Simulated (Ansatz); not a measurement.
Values for one crystal, relaxed and computed with LDA in the plane-wave PAW code Ansatz; other levels are named.

| Item | Result |
|---|---|
| Volume per atom | 18.70 Å³ |
| Electronic character | metallic (no gap) |
| Hill bulk and shear moduli | 77.0 and 29.3 GPa |
| Bulk modulus (Birch–Murnaghan fit) | 77.9 GPa |
| Mechanical stability | stable (all eigenvalues of C positive) |
| Zone-centre stability | no imaginary mode at Γ |
| Pressure derivative B′ | 4.6 |

### Question
Pick the material that matches.
A. TaAs, I4_1md (Ta on 4a, As on 4a)
B. GaAs, P4/mmm (Ga on 1b, As on 1a)
C. GaSb, Immm (Ga on 2c, Sb on 2a)
D. Si2W, MoSi2 or CaC2 type

### Answer
B, GaAs, P4/mmm (Ga on 1b, As on 1a)

The workflow started from a Materials Project entry (that database holds measured and hypothetical structures alike); the Crystallography Open Database copy checked does not list it. It is not the phase usual at ambient conditions (space group No. 216). The LDA relaxation kept the symmetry of its start. As this level gives no gap, shear constants depend on the k-mesh and smearing (Fermi–Dirac, 0.1 eV here). On the denser mesh and wider smearing of the elastic run this cell carries a stress of 1.5 GPa. Spin–orbit coupling is left out wherever it is not named.

Potentials: the earlier of the program's two PAW sets. The files were generated under PBE; for other functionals the program regenerates the frozen cores, and for LDA and PBEsol the local potential too.
